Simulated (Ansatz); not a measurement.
GaN (zinc blende), conventional cell a = b = c = 4.549 Å, α = β = γ = 90.00°. The calculation uses the primitive cell of 2 atoms, to which meshes and values per cell refer.

The volume is varied about the relaxed value V₀ at fixed cell shape. Symmetry pins the atoms to their sites.

The numbers are results of PBE (plane waves to 420 eV, PAW, scalar-relativistic; Ansatz, a program for electronic structure), not measurements. k mesh 13×13×13 (Γ-centred), Fermi-Dirac smearing 0.05 eV. E stands for the smeared free energy. GaN was relaxed with its symmetry unable to fall. ΔE is measured from the relaxed starting cell.

```csv
V (Å³/atom),ΔE (meV/atom)
11.057,25.4
11.234,13.9
11.410,6.0
11.587,1.4
11.763,0.0
11.940,1.4
12.116,5.3
12.292,11.8
12.469,20.4
```

Question: What is the fitted pressure derivative B₀′?

Answer: 4.4.

Question: What bulk modulus B₀ follows from a third-order Birch-Murnaghan fit?

Answer: 172 GPa. Check by three points about V = 11.763 Å³/atom, step 0.176: d²E/dV² ≈ (1.4 − 2·0.0 + 1.4) meV / 0.176² = 0.0899 eV/Å⁶, and V·d²E/dV² × 160.2 = 169 GPa.

(A scan under strain: stresses follow from slopes of the energy per volume, elastic moduli from its curvatures.)
